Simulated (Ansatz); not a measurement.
**What a change of settings does: Au (bcc type)**

First run: DFT, LDA, all-electron PAW with datasets made for the crystal, scalar-relativistic (Ansatz 0.2.0).

Command: `ansatz run input.yaml --threads 1 --pin off --max-ram 2048MiB --backend cpu --events-out ev --progress --plain --runs-dir out` It took 20 s on 1 thread of Arm Neoverse V1 (shared host), peak memory 0.68 GiB.

```yaml
crystal:
  lattice:
    - [-1.1847326892, 1.1847326892, 1.1847326892]
    - [1.1847326892, -1.1847326892, 1.1847326892]
    - [1.1847326892, 1.1847326892, -1.1847326892]
  atoms:
    - { symbol: Au, position: [0.0, 0.0, 0.0] }
kpoints:
  mp_grid: { grid: [17, 17, 17] }
scf:
  occupations: { method: fermi_dirac, width: 0.1 }
hamiltonian:
  xc: lda
  pseudopotentials: { kind: all_electron, datasets: crystal }
output:
  forces: true
  stress: true
  eigenvalues: true
```

The cell comes from a relaxation on PAW files under the same functional, begun from a prototype that needn't be the stable phase.

This run: volume at 0.4 of the series' base cell.

It converges in 8 SCF iterations at a pressure of 1908 GPa.

A second input differs as follows:

```diff
   occupations: { method: fermi_dirac, width: 0.1 }
+  max_iter: 60
 hamiltonian:
   eigenvalues: true
+total_charge: 4
```

Problem. What is wrong with it, and what does the program do?

Solution. The change was made to test a charge that the system can't hold. The run converges in 11 SCF iterations at a pressure of 1845 GPa. A charged periodic cell stands on a neutralising background, which shapes its energy and pressure. Compare each number with the sound run's before taking it for a property of the system. The log ends:
```
     1845.462522       0.000000      -0.000000
       -0.000000    1845.462522      -0.000000
        0.000000       0.000000    1845.462522
  P = ⅓ Tr σ = 1845.4625 GPa (18454.625 kbar)
  It holds what live shells' own plane waves past their cutoff add
--- Band table (eV; the first three rows and the last of 165) ---
  k-point 0: bands = ["-41.9445", "9.7729", "9.7729", "9.7729", "53.9924", "58.9531", "58.9531", "58.9531", "66.0245", "66.0245", "88.5348"]
  k-point 1: bands = ["-41.9179", "9.5920", "9.7168", "9.7712", "54.3434", "58.7834", "58.9776", "59.2893", "65.7368", "66.0269", "88.8023"]
  k-point 2: bands = ["-41.8412", "9.0844", "9.5582", "9.7664", "55.2069", "58.3168", "59.1455", "60.2802", "65.1231", "66.0488", "89.4953"]
  k-point 164: bands = ["-40.5507", "6.5005", "6.5314", "6.5314", "51.9676", "52.0672", "70.9030", "70.9030", "71.1259", "84.6615", "85.6551"]
```
